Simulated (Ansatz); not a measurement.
SiC (zinc blende, space group No. 216), r²SCAN (plane waves, PAW; program Ansatz), all energies at zero smearing, with the estimated change up to a 700 eV cutoff added, with one set of potentials and settings (totals compare only within such a set). Cell of 2 atoms (1 C, 1 Si): -891.337 eV.

```
element                reference phase  E (eV/atom)
-------  -----------------------------  -----------
C        P6_3/mmc, 4 atoms in the cell    -251.6711
Si          Fd-3m, 2 atoms in the cell    -639.0667
```

Formation energy per atom, worked out: (-891.337 − 1×(-251.6711) − 1×(-639.0667))/2 = -0.299 eV/atom (-29 kJ per mol of atoms), at 0 K, without zero-point energy or fitted corrections.

Space group F-43m (zinc blende). The cell was relaxed with r²SCAN under the symmetry of its start; phonons on a q-mesh show no instability. The references are the lowest solids computed at this level, not always the standard phases.

Potentials: the later of the program's two PAW sets.
